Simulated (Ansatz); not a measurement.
# Structure relaxation, Si

The start is a generated trial cell of Si in the AFLOW prototype A_tP12_96_ab (as in Si). Cell shape, volume and atoms are optimised at zero target pressure with PBE (plane waves to 420 eV, PAW, scalar-relativistic; Ansatz, a quantum-chemistry and plane-wave program). The first steps use a coarse 4×4×3 k-mesh.

The start:
```
Si
1.0
    5.25359     0.00000     0.00000
    0.00000     5.25359     0.00000
    0.00000     0.00000     6.61952
Si
12
Direct
  0.08490   0.08490   0.00000
  0.58490   0.41510   0.25000
  0.41510   0.58490   0.75000
  0.91510   0.91510   0.50000
  0.17520   0.37920   0.27420
  0.67520   0.12080   0.97580
  0.32480   0.87920   0.47580
  0.82480   0.62080   0.77420
  0.62080   0.82480   0.22580
  0.12080   0.67520   0.02420
  0.87920   0.32480   0.52420
  0.37920   0.17520   0.72580
```

| Property | Value |
|---|---|
| Initial pressure | +21.1 GPa (positive: the cell is compressed) |
| Largest initial force | 2.78 eV/Å, on Si1, Si2, Si3, Si4 (atoms numbered as listed) |
| Outcome | The space group stays P4₃2₁2 (No. 96) (the run could not lower it); the end is AFLOW prototype A_tP12_96_ab (as in Si), with 12 atoms in the primitive cell |
| Energy released | 0.28 eV/atom |
| Shortest distances (start → end) | The closest pairs of elements (up to four, under 3.6 Å), start → end: Si–Si 2.17 → 2.37 Å |
| Optimiser moves | 9 |

Final values are on a 5×5×4 k-mesh of the relaxed cell. No spin polarisation in the result.

The run could not lose the symmetry of its start: the end is stationary, and may be a saddle point rather than a minimum.

The relaxed structure here is a generated cell of Si: the first start was made by placing the elements on the sites of a structure type, and the end was not matched to a known phase here, so it may be hypothetical. Known forms of Si include space group No. 227.
